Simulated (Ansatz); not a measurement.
Input, command and steps of an Ansatz relaxation.

```yaml
crystal:
  lattice:
    - [8.111185751, 0.5364561162, 0.2354201035]
    - [0.5364561162, 7.977597281, 0.0789557487]
    - [0.2354201035, 0.0789557487, 7.4583036757]
  atoms:
    - { symbol: Ag, position: [0.9626073811, 0.5056084746, 0.963247027] }
    - { symbol: Ag, position: [0.0037434531, 0.4540568718, 0.5948520177] }
    - { symbol: Sb, position: [0.1356767101, 0.9970917741, 0.9844483192] }
    - { symbol: Sb, position: [0.562397647, 0.9427593679, 0.9866322536] }
    - { symbol: Sb, position: [0.8645979511, 0.9653789901, 0.493454448] }
    - { symbol: Sb, position: [0.1855956139, 0.3904366936, 0.2651595828] }
    - { symbol: Sb, position: [0.4766111858, 0.4710783879, 0.9508059425] }
    - { symbol: Sb, position: [0.4226444215, 0.1025098961, 0.3935543834] }
    - { symbol: Sb, position: [0.8381049743, 0.2877212854, 0.2746616774] }
    - { symbol: Sb, position: [0.2210715404, 0.830182624, 0.3906111874] }
    - { symbol: Sb, position: [0.2796036481, 0.2390729141, 0.747726412] }
    - { symbol: Sb, position: [0.5447242794, 0.5487087014, 0.3776959514] }
    - { symbol: Sb, position: [0.7967314239, 0.7395576028, 0.2088589521] }
    - { symbol: Sb, position: [0.8017459584, 0.1749778204, 0.883093394] }
    - { symbol: Sb, position: [0.2020172853, 0.6909551872, 0.7735490151] }
    - { symbol: Sb, position: [0.6946915698, 0.6605659991, 0.7163489601] }
  symmetry: { detect: false }
basis:
  ecutwfc: 420
kpoints:
  mp_grid: { grid: [3, 3, 3] }
hamiltonian:
  xc: pbe
scf:
  occupations: { method: gaussian, width: 0.1 }
  lower_state_search: "off"
output:
  forces: true
  stress: true
  eigenvalues: true
relax:
  adjacent_minimum: "off"
  f_tol: 0.04
  max_steps: 25
  cell: { stress_tol: 0.3 }
```

```bash
ansatz run input.yaml --threads 4 --pin off --max-ram 9216MiB --backend cpu --events-out ev --progress --plain --runs-dir out
```

Theory: DFT PBE, scalar-relativistic, plane waves, PAW (Ansatz).

Of 8 frames 7 are shown, positions in Å and forces in eV/Å; the SCF threshold varies from step to step. Steps run on the plane waves of an earlier cell, with a Pulay correction in the pressure. The basis is chosen afresh for the last frame, the zero of the energies, and at times for earlier ones too; energy and pressure can step there, also at an unchanged geometry. Where two frames share a geometry here, they differ by under 2 meV/atom and 0.3 GPa. The mark taken_back stands on steps that the optimiser undid.

```xyz
16
Lattice="8.1112 0.5365 0.2354 0.5365 7.9776 0.0790 0.2354 0.0790 7.4583" Properties=species:S:1:pos:R:3:forces:R:3 pbc="T T T" step=1 free_energy_over_end_meV_per_atom=10.97 pressure_GPa=0.34
Ag    8.3059    4.6260    7.4507    0.0317   -0.0180    0.0116
Ag    0.4140    3.6713    4.4733   -0.0227   -0.0484   -0.0163
Sb    1.8672    8.1049    7.4530   -0.1219   -0.0701    0.2062
Sb    5.2997    7.9006    7.5654    0.1198    0.0267    0.0325
Sb    7.6470    8.2042    3.9601   -0.0690    0.2364    0.1600
Sb    1.7773    3.2352    2.0522   -0.1430   -0.0285   -0.0623
Sb    4.3424    4.0888    7.2408   -0.1130   -0.0922   -0.0611
Sb    3.5758    1.0756    3.0428    0.0771   -0.0178    0.0550
Sb    7.0170    2.7666    2.2685    0.1271   -0.1648    0.0350
Sb    2.3305    6.7723    3.0309   -0.0475   -0.1029   -0.0735
Sb    2.5722    2.1163    5.6615    0.0252    0.1168   -0.1956
Sb    4.8016    4.6994    2.9885    0.1751    0.1342    0.0613
Sb    6.9083    6.3438    1.8037   -0.1131    0.0420   -0.1119
Sb    6.8049    1.8957    6.7889    0.0524   -0.1513   -0.0664
Sb    2.1914    5.6816    5.8715    0.0157    0.1207    0.0692
Sb    6.1578    5.6990    5.5584    0.0062    0.0173   -0.0439
16
Lattice="8.0807 0.5728 0.1903 0.5608 8.1086 0.0880 0.1925 0.0923 7.4575" Properties=species:S:1:pos:R:3:forces:R:3 pbc="T T T" step=2 free_energy_over_end_meV_per_atom=5.13 pressure_GPa=-0.19
Ag    8.2445    4.7314    7.4173    0.0050    0.0027   -0.0167
Ag    0.3755    3.7523    4.4693   -0.0012   -0.0093   -0.0167
Sb    1.8437    8.2636    7.5373    0.0796    0.0140   -0.0392
Sb    5.3120    8.1042    7.5311   -0.0691   -0.0019    0.0313
Sb    7.5878    8.4265    3.9815   -0.0205    0.0219    0.0767
Sb    1.7635    3.2544    2.0513   -0.0091   -0.0203   -0.0123
Sb    4.2557    4.1271    7.1688   -0.0941    0.0989   -0.1431
Sb    3.5308    1.0246    3.0339   -0.0010    0.0073    0.0121
Sb    7.0342    2.7959    2.2292   -0.0282    0.0427    0.0464
Sb    2.2858    6.8288    3.0347    0.0403    0.0357    0.0924
Sb    2.4988    2.1562    5.5955   -0.0483    0.0315    0.0216
Sb    4.8822    4.8602    2.9297    0.0697    0.0230    0.0825
Sb    6.9327    6.5294    1.7422    0.0312   -0.0366   -0.0018
Sb    6.7839    1.9430    6.7375    0.0142   -0.0794   -0.1506
Sb    2.1197    5.8426    5.9218    0.0607   -0.0104    0.0299
Sb    6.1084    5.8433    5.5418   -0.0290   -0.1198   -0.0124
16
Lattice="7.9917 0.6149 0.1204 0.5930 8.1267 0.1383 0.1217 0.1449 7.4902" Properties=species:S:1:pos:R:3:forces:R:3 pbc="T T T" step=3 free_energy_over_end_meV_per_atom=2.45 pressure_GPa=0.15
Ag    8.0707    4.7125    7.3635   -0.0190    0.0254   -0.1087
Ag    0.3051    3.9034    4.4165   -0.0697   -0.0392   -0.1224
Sb    1.8903    8.4447    7.6425   -0.0140    0.0222   -0.0115
Sb    5.2523    8.1647    7.6599    0.0573    0.0060   -0.0625
Sb    7.4627    8.4934    4.0413    0.0753    0.0296   -0.0676
Sb    1.7443    3.2753    2.0456   -0.0292   -0.0199    0.0230
Sb    4.0287    4.2425    7.1007    0.0515   -0.0293    0.0106
Sb    3.5342    1.0772    3.0800    0.0177   -0.0060   -0.0147
Sb    6.9481    2.7975    2.1578   -0.0163   -0.0093    0.0348
Sb    2.3283    6.8902    3.1728   -0.0238    0.0869    0.1067
Sb    2.3331    2.3071    5.5263    0.1603   -0.0834    0.1256
Sb    4.9046    4.9172    3.0069   -0.0129   -0.0762   -0.0429
Sb    6.9832    6.4825    1.7629   -0.0357    0.0405   -0.0182
Sb    6.6727    1.9076    6.5542    0.0115   -0.0007    0.1061
Sb    1.9768    6.0085    6.0338   -0.0804   -0.0037   -0.0723
Sb    5.9934    5.8854    5.5796   -0.0728    0.0571    0.1138
16
Lattice="8.0052 0.6059 0.1532 0.5848 8.1381 0.1307 0.1526 0.1355 7.4971" Properties=species:S:1:pos:R:3:forces:R:3 pbc="T T T" step=4 free_energy_over_end_meV_per_atom=0.82 pressure_GPa=0.01
Ag    8.0938    4.7177    7.3811   -0.0298    0.0094   -0.0522
Ag    0.3115    3.8390    4.4180   -0.0087   -0.0447   -0.0490
Sb    1.9072    8.4128    7.6486    0.0005    0.0045   -0.0115
Sb    5.2809    8.1696    7.6498   -0.0089   -0.0208    0.0106
Sb    7.5079    8.5043    4.0489    0.0258    0.0194   -0.0066
Sb    1.7290    3.2553    2.0329   -0.0105    0.0362    0.0281
Sb    4.0764    4.2379    7.1260   -0.0254    0.0324    0.0221
Sb    3.5765    1.1093    3.0837   -0.0185   -0.0042    0.0105
Sb    6.9450    2.7969    2.1908    0.0116   -0.0143    0.0198
Sb    2.3573    6.9548    3.2112   -0.0261   -0.0323    0.0018
Sb    2.4055    2.2688    5.5813   -0.0098    0.0096   -0.0067
Sb    4.9002    4.9070    3.0160    0.0184    0.0106   -0.0103
Sb    6.9615    6.5058    1.7672    0.0079   -0.0252    0.0235
Sb    6.7233    1.8990    6.6279    0.0561    0.0221   -0.0113
Sb    1.9866    5.9789    6.0229    0.0141    0.0151    0.0227
Sb    6.0096    5.8898    5.6006    0.0033   -0.0177    0.0083
16
Lattice="7.9993 0.5230 0.1603 0.5056 8.0858 0.1605 0.1537 0.1595 7.5944" Properties=species:S:1:pos:R:3:forces:R:3 pbc="T T T" step=5 free_energy_over_end_meV_per_atom=2.11 pressure_GPa=0.02 taken_back
Ag    7.9587    4.5911    7.4466   -0.0161   -0.0031    0.0608
Ag    0.1425    3.6804    4.4900   -0.0200   -0.0397   -0.0198
Sb    1.9077    8.3968    7.7546   -0.0128    0.0415    0.0700
Sb    5.2860    8.0867    7.7939    0.0660    0.0418   -0.0453
Sb    7.5008    8.3657    4.1267   -0.0325   -0.0205   -0.0664
Sb    1.6885    3.3238    2.1345    0.0471   -0.1178   -0.0652
Sb    3.9218    4.3257    7.2857    0.0642   -0.0583   -0.0896
Sb    3.4889    1.1318    3.1509    0.0690    0.0012   -0.0022
Sb    6.9436    2.6971    2.2162   -0.0359   -0.0729   -0.0050
Sb    2.2904    6.8326    3.3046   -0.0006    0.1512   -0.0069
Sb    2.3933    2.3172    5.6491   -0.0353   -0.0064    0.0157
Sb    4.9140    4.7953    3.0945    0.0076    0.0081    0.0353
Sb    6.9615    6.3648    1.8036   -0.0494    0.1013   -0.0009
Sb    6.8559    1.8241    6.6199   -0.1014   -0.0628    0.0661
Sb    1.8314    5.9817    6.1288    0.0817   -0.0166    0.0285
Sb    5.9386    5.8397    5.7063   -0.0315    0.0532    0.0247
16
Lattice="8.0060 0.5782 0.1574 0.5584 8.1221 0.1405 0.1547 0.1433 7.5318" Properties=species:S:1:pos:R:3:forces:R:3 pbc="T T T" step=6 free_energy_over_end_meV_per_atom=0.18 pressure_GPa=0.00
Ag    8.0331    4.6761    7.3937    0.0075    0.0108   -0.0103
Ag    0.2383    3.7618    4.4264   -0.0158   -0.0161   -0.0131
Sb    1.9181    8.4167    7.6966    0.0098   -0.0068    0.0095
Sb    5.2955    8.1448    7.7026    0.0040    0.0063   -0.0042
Sb    7.5136    8.4622    4.0752    0.0112   -0.0019    0.0087
Sb    1.7148    3.2699    2.0572    0.0025   -0.0040   -0.0109
Sb    4.0268    4.2705    7.1775    0.0003   -0.0102   -0.0013
Sb    3.5529    1.1220    3.1147   -0.0049    0.0095    0.0152
Sb    6.9441    2.7526    2.1977   -0.0037    0.0099    0.0074
Sb    2.3366    6.9262    3.2571   -0.0051   -0.0046   -0.0088
Sb    2.3947    2.2917    5.6081    0.0007    0.0034   -0.0138
Sb    4.9150    4.8740    3.0460   -0.0012   -0.0077    0.0006
Sb    6.9677    6.4624    1.7858    0.0054   -0.0118   -0.0143
Sb    6.7853    1.8678    6.6264   -0.0079    0.0016    0.0061
Sb    1.9403    5.9825    6.0725   -0.0091    0.0139    0.0176
Sb    5.9860    5.8785    5.6389    0.0063    0.0076    0.0117
16
Lattice="8.0094 0.5727 0.1548 0.5538 8.1111 0.1465 0.1517 0.1487 7.5414" Properties=species:S:1:pos:R:3:forces:R:3 pbc="T T T" step=8 free_energy_over_end_meV_per_atom=0.00 pressure_GPa=0.00
Ag    8.0243    4.6663    7.3875    0.0039    0.0030    0.0022
Ag    0.2062    3.7337    4.4209   -0.0120   -0.0112   -0.0109
Sb    1.9258    8.4194    7.7193    0.0051    0.0018    0.0065
Sb    5.3014    8.1414    7.7198   -0.0034   -0.0041   -0.0070
Sb    7.5224    8.4451    4.0867    0.0036   -0.0059   -0.0112
Sb    1.7115    3.2674    2.0568    0.0103   -0.0014   -0.0066
Sb    4.0105    4.2763    7.1875    0.0065   -0.0094   -0.0046
Sb    3.5481    1.1291    3.1280    0.0026   -0.0012    0.0071
Sb    6.9441    2.7438    2.1971   -0.0069   -0.0096    0.0095
Sb    2.3345    6.9141    3.2746   -0.0059    0.0075   -0.0013
Sb    2.3871    2.3022    5.6094   -0.0079    0.0017    0.0018
Sb    4.9221    4.8615    3.0580    0.0084    0.0001    0.0010
Sb    6.9763    6.4412    1.7844   -0.0107    0.0084    0.0095
Sb    6.8006    1.8631    6.6248   -0.0010    0.0023    0.0037
Sb    1.9213    5.9889    6.0952    0.0169    0.0057   -0.0020
Sb    5.9820    5.8780    5.6550   -0.0095    0.0123    0.0024
```

Time: 6.5 min on 4 threads of Arm Neoverse V1, with other jobs on the host, peak memory 1.9 GiB.

The k mesh is coarse.